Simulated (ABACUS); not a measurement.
Set-up for a self-consistent single point of CdTe (F-43m, 8 atoms in the cell; from Materials Project mp-406, changed as shown).

```
CELL_PARAMETERS angstrom
      6.43295     0.00000     0.00000
      0.00000     6.43295     0.00000
      0.00000     0.00000     6.43295
ATOMIC_POSITIONS crystal
  Cd 0.00000 0.00000 0.00000
  Cd 0.00000 0.50000 0.50000
  Cd 0.50000 0.00000 0.50000
  Cd 0.50000 0.50000 0.00000
  Te 0.25000 0.25000 0.75000
  Te 0.25000 0.75000 0.25000
  Te 0.75000 0.25000 0.25000
  Te 0.75000 0.75000 0.75000
```

Level of theory: PBE, numerical atomic orbitals DZP (confined pseudo-atomic orbitals with Gaussian additions; energy shift 0.01 Ry), PseudoDojo 0.5 standard norm-conserving PBE (tails mended) pseudopotentials (ABACUS).

ABACUS settings:

```
setting                                                               value
---------------  ----------------------------------------------------------
basis                   DZP numerical atomic orbitals, energy shift 0.01 Ry
KPT                                                       Gamma 4 4 4 0 0 0
basis_type                                                             lcao
ecutwfc                                                              100 Ry
smearing_method                                                          fd
smearing_sigma                                                0.00367493 Ry
potentials       PseudoDojo 0.5 standard norm-conserving PBE (tails mended)
symmetry                                                                  1
symmetry_prec                                                         1e-05
ks_solver                                                     scalapack_gvx
scf_nmax                                                                100
scf_thr                                                             1.0e-07
mixing_type                                                         broyden
```

Results:

* **Number of valence electrons**: 144
* **Number of bands**: 87
* **Number of k-points after the program's reduction**: 10
* **Size of the basis**: 204
* **Number of SCF iterations**: 9
* **Free energy E − TS**: -30490.9909 eV
* **Top of the valence band (on the code's own zero)**: 8.01 eV
* **Gap on the k-point mesh**: 1.04 eV
* **Pressure**: 3.06 GPa

Stress (GPa, positive for compression):
```
3.06  0.00  0.00
0.00  3.06  0.00
0.00  0.00  3.06
```

Gaps are taken between levels on the mesh.

For comparison: a first run was changed to give this one (lattice scaled by 0.98), and from it to this one the free energy goes up by 19.2 meV/atom, the pressure goes from 0.05 to 3.06 GPa and the gap on the mesh goes from 0.807 to 1.043 eV.

Spin-orbit coupling is left out, which matters for bands and gaps with elements this heavy. The atom-centred basis is finite, which shifts total energies, pressures and gaps against plane waves. The structure comes from a collection of computed structures, made at another level of theory; the collection holds predicted forms beside known ones.

Cost on one core: very roughly 17 core-seconds.

The atomic orbitals were generated for these runs; they are not ABACUS's published sets and were checked against plane waves on a few crystals only.

“Tails mended”: in these copies of the files the far tail of each local potential was reset to the Coulomb form.
